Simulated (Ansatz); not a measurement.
PtW (rock salt, Fm-3m) at seven volumes, DFT-PBEsol in the program Ansatz with PAW potentials, scaled uniformly. One row is withheld.

| V (Å³/atom) | P (GPa) |
|---|---|
| 16.010 | ? |
| 16.538 | 17.32 |
| 17.066 | 7.93 |
| 17.594 | 0.00 |
| 18.122 | -6.70 |
| 18.649 | -12.36 |
| 19.177 | -17.12 |

Q: Fit the shown pressures and predict the withheld one.

A: Third-order Birch–Murnaghan: P = (3/2)B₀(x^(7/2) − x^(5/2))[1 + (3/4)(B′ − 4)(x − 1)] with x = (V₀/V)^(2/3). Least squares on the six rows gives V₀ = 17.594 Å³/atom, B₀ = 242.5 GPa, B′ = 4.63. At V = 16.010, x = 1.0649 and P = 28.48 GPa. The run itself gave 28.41 GPa.

The start of the workflow was typed in or built on a structure type; neither database checked (COD, Materials Project) lists it. Whether it is the stable phase at ambient conditions was not checked. The PBEsol relaxation kept the symmetry of its start; its stability against distortions is not shown here. The run is not spin-polarised. Its formation energy is positive at this level, so the cell may be metastable or incomplete. Spin–orbit coupling is left out wherever it is not named.

Potentials: the later of the program's two PAW sets.
